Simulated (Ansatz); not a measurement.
Consider the following.

MoSe2:
```
CELL_PARAMETERS angstrom
      5.59178     0.00000     0.00000
      0.00000     6.35781     0.00000
      0.00000     0.00000     3.29591
ATOMIC_POSITIONS crystal
  Mo 0.00000 0.00000 0.00000
  Mo 0.50000 0.50000 0.50000
  Se 0.19417 0.35742 0.00000
  Se 0.69417 0.14258 0.50000
  Se 0.30583 0.85742 0.50000
  Se 0.80583 0.64258 0.00000
```

This is the PBE-relaxed structure.

Problem. All from plane-wave PAW PBE (Ansatz code), unless another level is named. Predict the electronic character.

Solution. metallic (no gap).

Problem. Predict the density of states at the Fermi level.

Solution. 0.29 states/eV per atom (mean over ±0.08 eV).

Problem. Give the formation energy from the elements (no fitted shifts).

Solution. -0.35 eV/atom.

Space group Pnnm. The cell is a constructed one: a structure type filled with these elements; neither database checked (COD, Materials Project) lists it. It is not the phase usual at ambient conditions (space group No. 194). The PBE relaxation kept the symmetry of its start; its stability against distortions is not shown here. The run is not spin-polarised. The references are the lowest solids computed at this level, not always the standard phases. Scalar-relativistic: spin–orbit coupling is off unless named, which matters more the heavier the elements.

Potentials: the later of the program's two PAW sets.
